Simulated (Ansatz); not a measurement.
Input file for Ansatz (a quantum-chemistry and plane-wave program):

Ansatz 0.2 input:
```yaml
crystal:
  lattice:
    - [6.1671777516, 0.0, 0.0]
    - [0.0, 6.1671777516, 0.0]
    - [0.0, 0.0, 6.3624638184]
  atoms:
    - { symbol: Ga, position: [0.5, 0.0, 0.0] }
    - { symbol: Ga, position: [0.5, 0.0, 0.5] }
    - { symbol: Ga, position: [0.0, 0.5, 0.5] }
    - { symbol: Ga, position: [0.0, 0.5, 0.0] }
    - { symbol: Ga, position: [0.6520210294, 0.3479789706, 0.7446101031] }
    - { symbol: Ga, position: [0.3479789706, 0.6520210294, 0.2553898969] }
    - { symbol: Ga, position: [0.1520210294, 0.1520210294, 0.2446101031] }
    - { symbol: Ga, position: [0.8479789706, 0.8479789706, 0.7553898969] }
    - { symbol: Ga, position: [0.3479789706, 0.6520210294, 0.7446101031] }
    - { symbol: Ga, position: [0.6520210294, 0.3479789706, 0.2553898969] }
    - { symbol: Ga, position: [0.8479789706, 0.8479789706, 0.2446101031] }
    - { symbol: Ga, position: [0.1520210294, 0.1520210294, 0.7553898969] }
    - { symbol: Co, position: [0.8461511517, 0.1538488483, 0.0] }
    - { symbol: Co, position: [0.1538488483, 0.8461511517, 0.0] }
    - { symbol: Co, position: [0.3461511517, 0.3461511517, 0.5] }
    - { symbol: Co, position: [0.6538488483, 0.6538488483, 0.5] }
kpoints:
  mp_grid: { grid: [5, 5, 5] }
  band_path:
    path:
      - [[0.0, 0.0, 0.0], [0.0, 0.5, 0.0], [0.5, 0.5, 0.0], [0.0, 0.0, 0.0], [0.0, 0.0, 0.5], [0.0, 0.5, 0.5], [0.5, 0.5, 0.5], [0.0, 0.0, 0.5]]  # Γ-X-M-Γ-Z-R-A-Z
      - [[0.0, 0.5, 0.0], [0.0, 0.5, 0.5]]  # X-R
      - [[0.5, 0.5, 0.0], [0.5, 0.5, 0.5]]  # M-A
    npoints: 8
basis: { xc_grid: 2 }
hamiltonian:
  xc: pbesol
  pseudopotentials: { kind: paw }
magnetization: { noncollinear: true, spin_orbit: true }
scf:
  n_extra_bands: 32
  convergence: { dr2_threshold: 0.0000000001 }
  occupations: { method: gaussian, width: 0.05 }
output: { eigenvalues: true }
```

Output (shortened):

```
Pseudopotential: Ga, paw_fr, valence charge 13
Pseudopotential: Co, paw_fr, valence charge 17
Functional definition: PBEsol
non-collinear run that drives no moment, with spin-orbit …
Crystal: 16 atoms, lattice volume = 241.990 Å³
Basis set: ecut = 420 eV, 4745 PW (Γ), exchange–correlation on 90×90×90 points (8 copies of the dense FFT grid, shifted against one another)
Bands: 256, of which v1, the nominal top of the filled ones, is band 224 counted from 1 (223 counted from 0)
Symmetry: 16 space group operations + 16 with time reversal
k-points: 18 of 125
Projection manifold: j_resolved (fully-relativistic pseudo-atomic orbitals)
SCF iter   1: F=—  HF=-65307.524800 eV  |F-HF|=—  |Δ(HF+E_count)|=         —  Δρ=1.55e-1  dr2=7.55e1  dr2_m=0.00e0 (ungated)  ethr=3.10e-3  |M|=0.00e0 ∫|m|=0.00e0 μB  |m|>n=0.0e0 m-floor=0.0e0 τ_xc=0.0e0  β_m=0.30  ⟨swp⟩=6.0  Hψ=10143  notcnv=0
preconditioner: auto → Kerker (q_TF=auto, 2.693 Å⁻¹)
spin=Noncollinear: Kerker preconditioning applied to the charge; magnetization (m_x, m_y, m_z) channels mix plain (no charge-response kernel on spin).
SCF iter   2: F=—  HF=-65301.601028 eV  |F-HF|=—  |Δ(HF+E_count)|=    5.92e0  Δρ=1.02e-1  dr2=1.31e1  dr2_m=0.00e0 (ungated)  ethr=3.10e-3  |M|=0.00e0 ∫|m|=0.00e0 μB  |m|>n=0.0e0 m-floor=0.0e0 τ_xc=0.0e0  β_m=0.26  ⟨swp⟩=3.2  Hψ=4866  notcnv=0  defer=418
SCF iter   3: F=—  HF=-65299.844403 eV  |F-HF|=—  |Δ(HF+E_count)|=    1.76e0  Δρ=3.99e-2  dr2=9.90e0  dr2_m=0.00e0 (ungated)  ethr=3.10e-3  |M|=0.00e0 ∫|m|=0.00e0 μB  |m|>n=0.0e0 m-floor=0.0e0 τ_xc=0.0e0  β_m=0.44  ⟨swp⟩=3.0  Hψ=3271  notcnv=0  defer=428
SCF iter   4: F=—  HF=-65297.543042 eV  |F-HF|=—  |Δ(HF+E_count)|=    2.30e0  Δρ=4.40e-2  dr2=2.71e0  dr2_m=0.00e0 (ungated)  ethr=3.10e-3  |M|=0.00e0 ∫|m|=0.00e0 μB  |m|>n=0.0e0 m-floor=0.0e0 τ_xc=0.0e0  β_m=0.44  ⟨swp⟩=2.9  Hψ=2844  notcnv=0  defer=428
SCF iter   5: F=—  HF=-65297.306162 eV  |F-HF|=—  |Δ(HF+E_count)|=   2.37e-1  Δρ=3.73e-2  dr2=2.28e0  dr2_m=0.00e0 (ungated)  ethr=1.21e-3  |M|=0.00e0 ∫|m|=0.00e0 μB  |m|>n=0.0e0 m-floor=0.0e0 τ_xc=0.0e0  β_m=0.72  ⟨swp⟩=2.3  Hψ=2780  notcnv=0  defer=416
SCF iter   6: F=—  HF=-65297.163082 eV  |F-HF|=—  |Δ(HF+E_count)|=   1.43e-1  Δρ=1.38e-2  dr2=5.76e-1  dr2_m=0.00e0 (ungated)  ethr=1.02e-3  |M|=0.00e0 ∫|m|=0.00e0 μB  |m|>n=0.0e0 m-floor=0.0e0 τ_xc=0.0e0  β_m=0.86  ⟨swp⟩=2.4  Hψ=2639  notcnv=0  defer=416
SCF iter   7: F=—  HF=-65297.127112 eV  |F-HF|=—  |Δ(HF+E_count)|=   3.60e-2  Δρ=1.03e-2  dr2=2.55e-1  dr2_m=0.00e0 (ungated)  ethr=2.57e-4  |M|=0.00e0 ∫|m|=0.00e0 μB  |m|>n=0.0e0 m-floor=0.0e0 τ_xc=0.0e0  β_m=0.93  ⟨swp⟩=1.8  Hψ=2728  notcnv=0  defer=416
SCF iter   8: F=—  HF=-65297.106922 eV  |F-HF|=—  |Δ(HF+E_count)|=   2.02e-2  Δρ=5.19e-4  dr2=1.03e-3  dr2_m=0.00e0 (ungated)  ethr=1.14e-4  |M|=0.00e0 ∫|m|=0.00e0 μB  |m|>n=0.0e0 m-floor=0.0e0 τ_xc=0.0e0  β_m=0.97  ⟨swp⟩=2.0  Hψ=2553  notcnv=0  defer=416
SCF iter  17: F=-65297.106604 eV  HF=-65297.106604 eV  |F-HF|=7.28e-11  |Δ(HF+E_count)|=  1.02e-10  Δρ=2.09e-7  dr2=8.41e-11  dr2_m=0.00e0 (ungated)  ethr=1.00e-12  |M|=0.00e0 ∫|m|=0.00e0 μB  |m|>n=0.0e0 m-floor=0.0e0 τ_xc=0.0e0  ⟨swp⟩=8.8  Hψ=9611  notcnv=0
SCF 1 converged in 17 iterations: F = -65297.106604 eV  dr2 = 8.41e-11
NSCF: frozen V_eff on 75 k-points
SCF converged after 17 iterations
Magnetization: |M| = 0.0000 μB,  M = (+0.0000, +0.0000, +0.0000) μB
Absolute magnetization: 0.0000 μB (∫|m|)
  site 0: m = (+0.0000, +0.0000, +0.0000) μB, |m| = 0.0000 μB  (R = 0.96 Å)
  site 1: m = (+0.0000, +0.0000, +0.0000) μB, |m| = 0.0000 μB  (R = 0.96 Å)
  site 2: m = (+0.0000, +0.0000, +0.0000) μB, |m| = 0.0000 μB  (R = 0.96 Å)
  site 3: m = (+0.0000, +0.0000, +0.0000) μB, |m| = 0.0000 μB  (R = 0.96 Å)
  site 4: m = (+0.0000, +0.0000, +0.0000) μB, |m| = 0.0000 μB  (R = 0.97 Å)
  site 5: m = (+0.0000, +0.0000, +0.0000) μB, |m| = 0.0000 μB  (R = 0.97 Å)
  site 6: m = (+0.0000, +0.0000, +0.0000) μB, |m| = 0.0000 μB  (R = 0.97 Å)
  site 7: m = (+0.0000, +0.0000, +0.0000) μB, |m| = 0.0000 μB  (R = 0.97 Å)
  site 8: m = (+0.0000, +0.0000, +0.0000) μB, |m| = 0.0000 μB  (R = 0.97 Å)
  site 9: m = (+0.0000, +0.0000, +0.0000) μB, |m| = 0.0000 μB  (R = 0.97 Å)
  site 10: m = (+0.0000, +0.0000, +0.0000) μB, |m| = 0.0000 μB  (R = 0.97 Å)
  site 11: m = (+0.0000, +0.0000, +0.0000) μB, |m| = 0.0000 μB  (R = 0.97 Å)
  site 12: m = (+0.0000, +0.0000, +0.0000) μB, |m| = 0.0000 μB  (R = 0.96 Å)
  site 13: m = (+0.0000, +0.0000, +0.0000) μB, |m| = 0.0000 μB  (R = 0.96 Å)
  site 14: m = (+0.0000, +0.0000, +0.0000) μB, |m| = 0.0000 μB  (R = 0.96 Å)
  site 15: m = (+0.0000, +0.0000, +0.0000) μB, |m| = 0.0000 μB  (R = 0.96 Å)
Free energy (F): -65297.106604 eV
Harris-Foulkes:  -65297.106604 eV  (|F-HF|=7.28e-11)
Internal energy: -65297.103417 eV  (E = F + TS)
E sigma→0 (E₀):  -65297.105011 eV
Entropy (-TS):   -0.003187 eV (-0.199 meV/atom)
Fermi energy:    12.692370 eV
--- Per-component energies (eV) ---
  E_band       = -1391.945171
  E_kinetic    = 3229.966287
  E_local      = -36110.378895  (includes V_loc(G=0)·N_el)
  E_nonlocal   = 6929.655536
  E_hartree    = 16481.553042
  E_xc         = -1467.134444
  E_vxc        = -1532.825771  (∫ρ·V_xc dr)
  E_paw        = -29318.954272  (= ΣΔE_a)
  E_vpaw       = -6871.465790  (= ΣTr[D̂ρ^β])
  E_aug_tail   = -0.001211  (compensation charges beyond the density's cutoff)
  E_ewald      = -25052.957874
  E_core_change = 11.148415  (= ΣΔE_core)
  E_smearing   = -0.003187  (= −TS)
  E_closure    = 0.000000  (closes the sum)
  Σ components = -65297.106604   (vs F -65297.106604, Δ=0.00e0)
  [band-id]    e_kinetic+e_local+e_nonlocal+2·e_hartree+e_vxc+e_vpaw+e_augmentation_tail = -1391.943761   (vs E_band -1391.945171, Δ=1.41e-3)
--- Band table (eV; the first three rows and the last of 18) ---
  k-point 0: bands = ["-81.9713", "-81.9713", "-81.9713", "-81.9713", "-81.9677", "-81.9677", "-81.9677", "-81.9677", "-46.6830", "-46.6830", "-46.6829", "-46.6829", "-46.6732", "-46.6732", "-46.6730", "-46.6730", "-44.8822", "-44.8822", "-44.8821", …
  k-point 1: bands = ["-81.9713", "-81.9713", "-81.9713", "-81.9713", "-81.9677", "-81.9677", "-81.9677", "-81.9677", "-46.6830", "-46.6830", "-46.6829", "-46.6829", "-46.6732", "-46.6732", "-46.6730", "-46.6730", "-44.8822", "-44.8822", "-44.8821", …
  k-point 2: bands = ["-81.9713", "-81.9713", "-81.9713", "-81.9713", "-81.9677", "-81.9677", "-81.9677", "-81.9677", "-46.6830", "-46.6830", "-46.6830", "-46.6830", "-46.6731", "-46.6731", "-46.6731", "-46.6731", "-44.8822", "-44.8822", "-44.8821", …
  k-point 17: bands = ["-81.9713", "-81.9713", "-81.9713", "-81.9713", "-81.9677", "-81.9677", "-81.9677", "-81.9677", "-46.6828", "-46.6828", "-46.6828", "-46.6828", "-46.6733", "-46.6733", "-46.6732", "-46.6732", "-44.8819", "-44.8819", "-44.8819", …
```

Cost: about 30 core-minutes (a rough figure) on shared cores.

Space group P4_2/mnm. The workflow started from a Materials Project entry (that database holds measured and hypothetical structures alike); the Crystallography Open Database files this formula in space group No. 136, but the cells were not matched. Whether it is the stable phase at ambient conditions was not checked. The PBEsol relaxation kept the symmetry of its start; its stability against distortions is not shown here. The run is not spin-polarised.

Potentials: the later of the program's two PAW sets.

Ansatz is a plane-wave DFT program.
